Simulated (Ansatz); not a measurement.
GeI2:
```
CELL_PARAMETERS angstrom
      4.14701     0.00000     0.00000
     -2.07351     3.59142     0.00000
      0.00000     0.00000     6.64495
ATOMIC_POSITIONS crystal
  Ge 0.00000 0.00000 0.00000
  I  0.33333 0.66667 0.25962
  I  0.66667 0.33333 0.74038
```

Tensor components refer to the Cartesian frame of this cell.

Q: Give the high-frequency dielectric tensor and the Born effective charge tensors of the independent atoms from DFPT, the program Ansatz at the LDA level (PAW).

A: 
ε∞:
```
9.87  0.00  0.00
0.00  9.87  0.00
0.00  0.00  6.73
```
Z* of atom 1 (Ge), rows: field, columns: displacement, in e:
```
4.68  0.00  0.00
0.00  4.68  0.00
0.00  0.00  1.75
```
Z* of atom 2 (I), rows: field, columns: displacement, in e:
```
-2.34   0.00   0.00
 0.00  -2.34   0.00
 0.00   0.00  -0.88
```

Static charges for comparison (Bader): Ge1 +0.66, I2 -0.33 e. Born charges measure polarisation by displacement and can exceed these by far.

Space group P-3m1 (CdI2 type). The workflow started from an entry of the Crystallography Open Database (COD), which files this formula under 2 space groups. Its standing as an ambient phase is unchecked. The cell was relaxed with LDA under the symmetry of its start; whether a distortion lowers the energy is not shown. A crystal of weakly bound layers computed without a dispersion correction: the cell and the soft elastic constants depend strongly on that. Spin–orbit coupling is left out wherever it is not named.

Potentials: the later of the program's two PAW sets.
